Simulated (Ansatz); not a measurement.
The cell is built from the rocksalt type as a first guess.

BiRu: DFT, PBE, PAW with Ansatz's default frozen-core files, scalar-relativistic (Ansatz 0.2.0).

The relaxation starts from this cell:

```
CELL_PARAMETERS angstrom
0.00000 2.84181 2.84181
2.84181 0.00000 2.84181
2.84181 2.84181 0.00000
ATOMIC_POSITIONS crystal
Ru 0.00000 0.00000 0.00000
Bi 0.50000 0.50000 0.50000
```

Output:

```
Engine: ansatz 0.2.0
Pseudopotentials: kind: paw
Pseudopotential: Ru, paw, valence charge 16, recommended cutoff 420 eV (normal)
Pseudopotential: Bi, paw, valence charge 15, recommended cutoff 420 eV (normal)
Functional definition: PBE
  parameter kappa = 0.804
  parameter beta = 0.06672455060314922
  exchange = pbe_x(kappa = kappa, mu = beta*pi^2/3)
  correlation = pbe_c(beta = beta)
Crystal: 2 atoms, lattice volume = 45.900 Å³
Basis set: ecut = 420 eV, 893 PW (Γ), exchange–correlation on 54×54×54 points (8 copies of the dense FFT grid, shifted against one another)
Bands: 20, of which v1, the nominal top of the filled ones, is band 16 counted from 1 (15 counted from 0)
Symmetry: 48 space group operations
Space group: Fm-3m (ITA 225), of the structure as read, at distance tolerance 3.6e-5 Å
k-points: 47 of 1000
Non-local potential: Ru, projectors of the file, l = 0: 3, l = 1: 2, l = 2: 2, l = 3: 1
Non-local potential: Bi, projectors of the file, l = 0: 2, l = 1: 2, l = 2: 2, l = 3: 2
PAW form: soft (Blöchl's): semilocal exchange-correlation on the pseudo side does not see the compensation charge
PAW one-centre angular grid: Ru, 590 points (default); XC on 64 Gauss nodes
PAW one-centre angular grid: Bi, 590 points (default); XC on 64 Gauss nodes
Initial density: superposition of atomic densities (neutral atoms: chi_scale 0, normalization atom), corrected by the library's trained network
Initial wavefunctions: pseudopotential atomic-orbital guess
Functional: x = pbe(κ = 0.804, μ = 0.2195149727645171), c = pbe(β = 0.06672455060314922)
SCF iter   1: F=—  HF=-18273.666257 eV  |F-HF|=—  |Δ(HF+E_count)|=         —  Δρ=4.09e-3  dr2=2.44e-3  ethr=1.77e-3  ⟨swp⟩=5.8  Hψ=3976  notcnv=0
preconditioner: auto → Kerker (q_TF=auto, 2.556 Å⁻¹)  [metal: Δε(μ)=0.009 eV  Ē_g=15.733 eV  σ=0.050 eV  W_gap=0.05  n_scr=14 (ndim 8)  ℏωp=26.3 eV  f_vac=0.000  D(μ)=3.00/eV (n_scr^D=26)]
SCF iter   2: F=—  HF=-18273.667341 eV  |F-HF|=—  |Δ(HF+E_count)|=   1.08e-3  Δρ=2.15e-3  dr2=6.53e-4  ethr=7.87e-6  ⟨swp⟩=2.8  Hψ=2163  notcnv=0
SCF iter   3: F=—  HF=-18273.667416 eV  |F-HF|=—  |Δ(HF+E_count)|=   7.47e-5  Δρ=2.00e-4  dr2=9.26e-6  ethr=2.11e-6  ⟨swp⟩=2.9  Hψ=1597  notcnv=0
SCF iter   4: F=—  HF=-18273.667408 eV  |F-HF|=—  |Δ(HF+E_count)|=   7.95e-6  Δρ=3.73e-5  dr2=4.70e-7  ethr=2.99e-8  ⟨swp⟩=2.2  Hψ=1286  notcnv=0
iter 5 did not close the SCF: its close was put off for the readings that it lacked (scf_convergence_deferred on its scf_iter line)
SCF iter   5: F=-18273.667408 eV  HF=-18273.667408 eV  |F-HF|=5.75e-9  |Δ(HF+E_count)|=   8.27e-8  Δρ=8.21e-6  dr2=2.96e-8  ethr=1.52e-9  ⟨swp⟩=2.4  Hψ=1486  notcnv=0
SCF iter   6: F=-18273.667408 eV  HF=-18273.667408 eV  |F-HF|=1.69e-9  |Δ(HF+E_count)|=   1.31e-8  Δρ=2.04e-6  dr2=1.22e-9  ethr=9.55e-11  ⟨swp⟩=2.8  Hψ=3339  notcnv=0
SCF 1 converged in 6 iterations: F = -18273.667408 eV  dr2 = 1.22e-9
  greatest PAW one-centre occupation: 0.999 electrons in one spin orbital (limit 2), on the Ru atom at site 0 (counted from 0), in its partial waves of l = 0
relax step   1: F+E_penalty+E_count = -18273.66740790 eV  Δ(F+E_penalty+E_count) = +0.000e0 eV  max|allowed force component| = 2.956e-29 eV/Å  Δτ_max = 0.0000 Å  P = -6.720 GPa  Ω = 45.900 Å³  (6 SCF iters, dr2 threshold 1.00e-7 eV, accepted)
Crystal: 2 atoms, lattice volume = 39.448 Å³
Basis set: ecut = 420 eV, 749 PW (Γ), exchange–correlation on 54×54×54 points (8 copies of the dense FFT grid, shifted against one another)
Initial density: handed on by an earlier stage of this run
Initial wavefunctions: those handed on with the density
iter 1 solved again at ethr=2.42e-5 eV; its pass at ethr=3.10e-3 eV (dr2=7.52e-3 eV) is discarded
SCF iter   1: F=—  HF=-18273.637737 eV  |F-HF|=—  |Δ(HF+E_count)|=         —  Δρ=4.96e-3  dr2=7.74e-3  ethr=2.42e-5  ⟨swp⟩=1.6  Hψ=6056  notcnv=0
preconditioner: auto → Kerker (q_TF=auto, 2.621 Å⁻¹)  [metal: Δε(μ)=0.048 eV  Ē_g=16.631 eV  σ=0.050 eV  W_gap=0.23  n_scr=14 (ndim 8)  ℏωp=28.4 eV  f_vac=0.000  D(μ)=1.88/eV (n_scr^D=14)]
SCF iter   2: F=—  HF=-18273.637209 eV  |F-HF|=—  |Δ(HF+E_count)|=   5.28e-4  Δρ=3.11e-3  dr2=3.56e-3  ethr=2.42e-5  ⟨swp⟩=1.0  Hψ=940  notcnv=0
SCF iter   3: F=—  HF=-18273.636791 eV  |F-HF|=—  |Δ(HF+E_count)|=   4.18e-4  Δρ=3.97e-4  dr2=6.33e-5  ethr=1.15e-5  ⟨swp⟩=2.6  Hψ=1424  notcnv=0
SCF iter   4: F=—  HF=-18273.636779 eV  |F-HF|=—  |Δ(HF+E_count)|=   1.24e-5  Δρ=1.37e-4  dr2=3.25e-6  ethr=2.04e-7  ⟨swp⟩=2.7  Hψ=1500  notcnv=0
SCF iter   5: F=—  HF=-18273.636781 eV  |F-HF|=—  |Δ(HF+E_count)|=   1.93e-6  Δρ=2.46e-5  dr2=2.43e-7  ethr=1.05e-8  ⟨swp⟩=2.0  Hψ=1550  notcnv=0
SCF iter   6: F=-18273.636781 eV  HF=-18273.636781 eV  |F-HF|=1.91e-9  |Δ(HF+E_count)|=   4.39e-8  Δρ=6.71e-6  dr2=1.28e-8  ethr=6.45e-10  ⟨swp⟩=4.6  Hψ=3125  notcnv=0
SCF 2 converged in 6 iterations: F = -18273.636781 eV  dr2 = 1.28e-8
relax step   2: F+E_penalty+E_count = -18273.63678083 eV  Δ(F+E_penalty+E_count) = +3.063e-2 eV  max|allowed force component| = 2.067e-29 eV/Å  Δτ_max = 0.0000 Å  P = +11.051 GPa  Ω = 39.448 Å³  energy of the carried Pulay correction = +2.119e-3 eV  (6 SCF iters, dr2 threshold 2.00e-7 eV, rejected (line search))
Crystal: 2 atoms, lattice volume = 43.227 Å³
Basis set: ecut = 420 eV, 869 PW (Γ), exchange–correlation on 54×54×54 points (8 copies of the dense FFT grid, shifted against one another)
iter 1 solved again at ethr=1.13e-5 eV; its pass at ethr=3.10e-3 eV (dr2=3.49e-3 eV) is discarded
SCF iter   1: F=—  HF=-18273.738282 eV  |F-HF|=—  |Δ(HF+E_count)|=         —  Δρ=3.10e-3  dr2=4.51e-3  ethr=1.13e-5  ⟨swp⟩=2.9  Hψ=6160  notcnv=0
preconditioner: auto → Kerker (q_TF=auto, 2.581 Å⁻¹)  [metal: Δε(μ)=0.060 eV  Ē_g=16.143 eV  σ=0.050 eV  W_gap=0.27  n_scr=14 (ndim 8)  ℏωp=27.1 eV  f_vac=0.000  D(μ)=2.53/eV (n_scr^D=26)]
SCF iter   2: F=—  HF=-18273.738042 eV  |F-HF|=—  |Δ(HF+E_count)|=   2.41e-4  Δρ=2.00e-3  dr2=2.07e-3  ethr=1.13e-5  ⟨swp⟩=1.0  Hψ=940  notcnv=0
SCF iter   3: F=—  HF=-18273.737819 eV  |F-HF|=—  |Δ(HF+E_count)|=   2.23e-4  Δρ=2.50e-4  dr2=2.00e-5  ethr=6.68e-6  ⟨swp⟩=2.5  Hψ=1333  notcnv=0
SCF iter   4: F=—  HF=-18273.737814 eV  |F-HF|=—  |Δ(HF+E_count)|=   5.30e-6  Δρ=7.85e-5  dr2=1.34e-6  ethr=6.44e-8  ⟨swp⟩=2.5  Hψ=1526  notcnv=0
SCF iter   5: F=—  HF=-18273.737832 eV  |F-HF|=—  |Δ(HF+E_count)|=   1.80e-5  Δρ=1.60e-5  dr2=1.03e-7  ethr=4.32e-9  ⟨swp⟩=2.5  Hψ=1588  notcnv=0
SCF iter   6: F=—  HF=-18273.737832 eV  |F-HF|=—  |Δ(HF+E_count)|=   3.91e-8  Δρ=3.28e-6  dr2=4.81e-9  ethr=3.31e-10  ⟨swp⟩=2.3  Hψ=1460  notcnv=0
SCF iter   7: F=—  HF=-18273.737832 eV  |F-HF|=—  |Δ(HF+E_count)|=   2.55e-9  Δρ=1.14e-6  dr2=5.49e-10  ethr=1.55e-11  ⟨swp⟩=2.3  Hψ=1429  notcnv=0
SCF iter   8: F=—  HF=-18273.737832 eV  |F-HF|=—  |Δ(HF+E_count)|=  1.20e-10  Δρ=2.42e-7  dr2=2.72e-11  ethr=1.77e-12  ⟨swp⟩=2.5  Hψ=1359  notcnv=0
SCF iter   9: F=-18273.737832 eV  HF=-18273.737832 eV  |F-HF|=7.28e-12  |Δ(HF+E_count)|=  7.28e-12  Δρ=6.01e-8  dr2=1.50e-12  ethr=1.00e-12  ⟨swp⟩=6.0  Hψ=4234  notcnv=0
SCF 3 converged in 9 iterations: F = -18273.737832 eV  dr2 = 1.50e-12
relax step   3: F+E_penalty+E_count = -18273.73783182 eV  Δ(F+E_penalty+E_count) = -7.042e-2 eV  max|allowed force component| = 1.357e-28 eV/Å  Δτ_max = 0.0000 Å  P = -1.270 GPa  Ω = 43.227 Å³  energy of the carried Pulay correction = +8.404e-4 eV  (9 SCF iters, accepted)
Crystal: 2 atoms, lattice volume = 42.648 Å³
iter 1 solved again at ethr=1.18e-7 eV; its pass at ethr=3.10e-3 eV (dr2=3.66e-5 eV) is discarded
SCF iter   1: F=—  HF=-18273.739971 eV  |F-HF|=—  |Δ(HF+E_count)|=         —  Δρ=4.41e-4  dr2=6.72e-5  ethr=1.18e-7  ⟨swp⟩=3.0  Hψ=6136  notcnv=0
eigensolver tolerance schedule calibrated: the retry pair's looser diagonalisation under-reported the residual by θ = 0.46 (0.10/decade); ethr = c·dr2/N_el runs at the constant in force after the calibration composes with the one it found (an armed cap, an earlier calibration), c = 9.4e-2
preconditioner: auto → Kerker (q_TF=auto, 2.587 Å⁻¹)  [metal: Δε(μ)=0.059 eV  Ē_g=16.181 eV  σ=0.050 eV  W_gap=0.27  n_scr=14 (ndim 8)  ℏωp=27.3 eV  f_vac=0.000  D(μ)=2.37/eV (n_scr^D=14)]
SCF iter   2: F=—  HF=-18273.739969 eV  |F-HF|=—  |Δ(HF+E_count)|=   1.35e-6  Δρ=2.77e-4  dr2=3.10e-5  ethr=1.18e-7  ⟨swp⟩=1.0  Hψ=948  notcnv=0
SCF iter   3: F=—  HF=-18273.739967 eV  |F-HF|=—  |Δ(HF+E_count)|=   2.55e-6  Δρ=3.49e-5  dr2=5.88e-7  ethr=9.39e-8  ⟨swp⟩=2.7  Hψ=1489  notcnv=0
iter 4 did not close the SCF: its close was put off for the readings that it lacked (scf_convergence_deferred on its scf_iter line)
SCF iter   4: F=-18273.739967 eV  HF=-18273.739967 eV  |F-HF|=1.92e-8  |Δ(HF+E_count)|=   4.47e-8  Δρ=1.23e-5  dr2=2.85e-8  ethr=1.78e-9  ⟨swp⟩=2.8  Hψ=1511  notcnv=0
iter 5 did not close the SCF: its close was put off for the readings that it lacked (scf_convergence_deferred on its scf_iter line)
SCF iter   5: F=-18273.739967 eV  HF=-18273.739967 eV  |F-HF|=2.58e-10  |Δ(HF+E_count)|=   2.01e-8  Δρ=2.10e-6  dr2=2.07e-9  ethr=8.64e-11  ⟨swp⟩=2.0  Hψ=1474  notcnv=0
SCF iter   6: F=-18273.739967 eV  HF=-18273.739967 eV  |F-HF|=1.46e-11  |Δ(HF+E_count)|=  6.91e-10  Δρ=6.53e-7  dr2=1.92e-10  ethr=6.28e-12  ⟨swp⟩=1.9  Hψ=2777  notcnv=0
SCF 4 converged in 6 iterations: F = -18273.739967 eV  dr2 = 1.92e-10
relax step   4: F+E_penalty+E_count = -18273.73996683 eV  Δ(F+E_penalty+E_count) = -2.135e-3 eV  max|allowed force component| = 2.536e-29 eV/Å  Δτ_max = 0.0000 Å  P = +0.213 GPa  Ω = 42.648 Å³  energy of the carried Pulay correction = +1.029e-3 eV  (6 SCF iters, dr2 threshold 2.00e-7 eV, accepted)
Crystal: 2 atoms, lattice volume = 42.727 Å³
iter 1 solved again at ethr=3.88e-9 eV; its pass at ethr=3.10e-3 eV (dr2=1.20e-6 eV) is discarded
SCF iter   1: F=—  HF=-18273.739992 eV  |F-HF|=—  |Δ(HF+E_count)|=         —  Δρ=6.02e-5  dr2=1.30e-6  ethr=3.88e-9  ⟨swp⟩=3.7  Hψ=5731  notcnv=0
preconditioner: auto → Kerker (q_TF=auto, 2.586 Å⁻¹)  [metal: Δε(μ)=0.059 eV  Ē_g=16.176 eV  σ=0.050 eV  W_gap=0.27  n_scr=14 (ndim 8)  ℏωp=27.2 eV  f_vac=0.000  D(μ)=2.39/eV (n_scr^D=14)]
SCF iter   2: F=—  HF=-18273.739995 eV  |F-HF|=—  |Δ(HF+E_count)|=   2.23e-6  Δρ=3.79e-5  dr2=6.05e-7  ethr=3.88e-9  ⟨swp⟩=1.0  Hψ=940  notcnv=0
iter 3 did not close the SCF: its close was put off for the readings that it lacked (scf_convergence_deferred on its scf_iter line)
SCF iter   3: F=-18273.739995 eV  HF=-18273.739995 eV  |F-HF|=2.04e-9  |Δ(HF+E_count)|=   5.60e-8  Δρ=4.71e-6  dr2=1.00e-8  ethr=1.95e-9  ⟨swp⟩=2.6  Hψ=1414  notcnv=0
iter 4 did not close the SCF: its close was put off for the readings that it lacked (scf_convergence_deferred on its scf_iter line)
SCF iter   4: F=-18273.739995 eV  HF=-18273.739995 eV  |F-HF|=3.75e-10  |Δ(HF+E_count)|=  9.35e-10  Δρ=1.66e-6  dr2=5.22e-10  ethr=3.23e-11  ⟨swp⟩=2.6  Hψ=1485  notcnv=0
iter 5 did not close the SCF: its close was put off for the readings that it lacked (scf_convergence_deferred on its scf_iter line)
SCF iter   5: F=-18273.739995 eV  HF=-18273.739995 eV  |F-HF|=1.09e-11  |Δ(HF+E_count)|=  4.40e-10  Δρ=2.83e-7  dr2=3.74e-11  ethr=1.68e-12  ⟨swp⟩=2.4  Hψ=1561  notcnv=0
SCF iter   6: F=-18273.739995 eV  HF=-18273.739995 eV  |F-HF|=7.28e-12  |Δ(HF+E_count)|=  3.64e-12  Δρ=8.45e-8  dr2=3.16e-12  ethr=1.00e-12  ⟨swp⟩=1.0  Hψ=2069  notcnv=0
SCF 5 converged in 6 iterations: F = -18273.739995 eV  dr2 = 3.16e-12
relax step   5: F+E_penalty+E_count = -18273.73999458 eV  Δ(F+E_penalty+E_count) = -2.775e-5 eV  max|allowed force component| = 1.062e-28 eV/Å  Δτ_max = 0.0000 Å  P = +0.006 GPa  Ω = 42.727 Å³  energy of the carried Pulay correction = +1.003e-3 eV  (6 SCF iters, dr2 threshold 1.14e-7 eV, accepted)
Initial wavefunctions: pseudopotential atomic-orbital guess (no wavefunctions were taken with the density)
iter 1 solved again at ethr=1.76e-8 eV; its pass at ethr=3.10e-3 eV (dr2=5.46e-6 eV) is discarded
SCF iter   1: F=—  HF=-18273.738789 eV  |F-HF|=—  |Δ(HF+E_count)|=         —  Δρ=1.66e-4  dr2=2.04e-6  ethr=1.76e-8  ⟨swp⟩=4.2  Hψ=7248  notcnv=0
preconditioner: auto → Kerker (q_TF=auto, 2.586 Å⁻¹)  [metal: Δε(μ)=0.059 eV  Ē_g=16.175 eV  σ=0.050 eV  W_gap=0.27  n_scr=14 (ndim 8)  ℏωp=27.2 eV  f_vac=0.000  D(μ)=2.39/eV (n_scr^D=14)]
SCF iter   2: F=—  HF=-18273.738796 eV  |F-HF|=—  |Δ(HF+E_count)|=   6.68e-6  Δρ=8.60e-5  dr2=4.89e-7  ethr=6.58e-9  ⟨swp⟩=2.0  Hψ=1670  notcnv=0
SCF iter   3: F=—  HF=-18273.738796 eV  |F-HF|=—  |Δ(HF+E_count)|=   3.27e-7  Δρ=8.65e-6  dr2=9.51e-9  ethr=1.58e-9  ⟨swp⟩=2.0  Hψ=1668  notcnv=0
SCF iter   4: F=—  HF=-18273.738796 eV  |F-HF|=—  |Δ(HF+E_count)|=   5.29e-9  Δρ=5.89e-7  dr2=7.52e-11  ethr=3.07e-11  ⟨swp⟩=2.0  Hψ=1248  notcnv=0
iter 5 did not close the SCF: its close was put off for the readings that it lacked (scf_convergence_deferred on its scf_iter line)
SCF iter   5: F=-18273.738796 eV  HF=-18273.738796 eV  |F-HF|=3.64e-12  |Δ(HF+E_count)|=  2.22e-10  Δρ=1.12e-7  dr2=6.67e-12  ethr=1.00e-12  ⟨swp⟩=2.0  Hψ=1117  notcnv=0
SCF iter   6: F=-18273.738796 eV  HF=-18273.738796 eV  |F-HF|=3.64e-12  |Δ(HF+E_count)|=  3.64e-12  Δρ=2.78e-8  dr2=4.65e-13  ethr=1.00e-12  ⟨swp⟩=4.6  Hψ=4039  notcnv=0
SCF 6 converged in 6 iterations: F = -18273.738796 eV  dr2 = 4.65e-13
relax step   6: F+E_penalty+E_count = -18273.73879611 eV  Δ(F+E_penalty+E_count) = +1.198e-3 eV  max|allowed force component| = 1.320e-28 eV/Å  Δτ_max = 0.0000 Å  P = +0.024 GPa  Ω = 42.727 Å³  stress off target by 2.37e-2 GPa  SCF on the basis re-selected at this cell (its energy is not comparable with the rows above)  (6 SCF iters)
basis re-selected at this cell: Δ(F+E_penalty+E_count) = +1.198e-3 eV, ΔP = +0.018 GPa vs the last step (what re-selecting the basis moved, of the pressure what is left beyond the Pulay correction that the steps carried, after the strain that the cell walked since its last selection, with what the two solves' SCF thresholds leave and, on support functions, any second-order correction that the steps lacked; it is no measure of the basis error at this ecutwfc). This SCF's stress stands 2.37e-2 GPa from its target on what of the cell is left free (relax.cell.stress_tol is 5.00e-2 GPa) and its largest allowed force component is 1.32e-28 eV/Å (relax.f_tol is 5.00e-3 eV/Å): within both
SCF converged after 6 iterations
Free energy (F): -18273.738796 eV
Harris-Foulkes:  -18273.738796 eV  (|F-HF|=3.64e-12)
Internal energy: -18273.718737 eV  (E = F + TS)
E sigma→0 (E₀):  -18273.728767 eV
Entropy (-TS):   -0.020059 eV (-10.030 meV/atom)
Fermi energy:    15.752176 eV
--- Per-component energies (eV) ---
  E_band       = -180.253922
  E_kinetic    = 822.483694
  E_local      = -2977.063960  (includes V_loc(G=0)·N_el)
  E_nonlocal   = 908.760593
  E_hartree    = 980.700706
  E_xc         = -340.146789
  E_vxc        = -381.584104  (∫ρ·V_xc dr)
  E_paw        = -14128.675568  (= ΣΔE_a)
  E_vpaw       = -514.250958  (= ΣTr[D̂ρ^β])
  E_aug_tail   = -0.000597  (compensation charges beyond the density's cutoff)
  E_ewald      = -3539.776816
  E_smearing   = -0.020059  (= −TS)
  E_closure    = 0.000000  (closes the sum)
  Σ components = -18273.738796   (vs F -18273.738796, Δ=0.00e0)
--- Forces (eV/Å), atoms counted from 1 ---
  atom   1  Ru    -0.00000000     0.00000000     0.00000000
  atom   2  Bi     0.00000000    -0.00000000    -0.00000000
  max |Σ_I F_I| component: 2.41e-28 eV/Å
--- Stress (GPa, compression-positive) ---
        0.023669      -0.000000       0.000000
        0.000000       0.023669       0.000000
        0.000000       0.000000       0.023669
  P = ⅓ Tr σ = 0.0237 GPa (0.237 kbar)
--- Relaxed structure (5 steps of the walk, 4 accepted, 1 SCFs on fresh bases) ---
  F+E_penalty+E_count = -18273.73879611 eV   max|allowed force component| = 1.320e-28 eV/Å   (the final SCF, on the basis selected at the relaxed cell)
  cell:  # Å, volume = 42.7265 Å³
    - [-2.3980094612314195e-33, 2.774740975219167, 2.774740975219167]
    - [2.774740975219167, -2.0699949058645103e-34, 2.774740975219167]
    - [2.774740975219167, 2.774740975219167, -1.7833802115134567e-33]
  atoms:
    - { symbol: Ru, position: [2.250416905525499e-46, -1.955069751020013e-46, -2.975943611158542e-46] }
    - { symbol: Bi, position: [0.49999999999999994, 0.49999999999999994, 0.49999999999999994] }
```

Spin polarisation is left out, and whether a magnetic state lies lower isn't shown here.
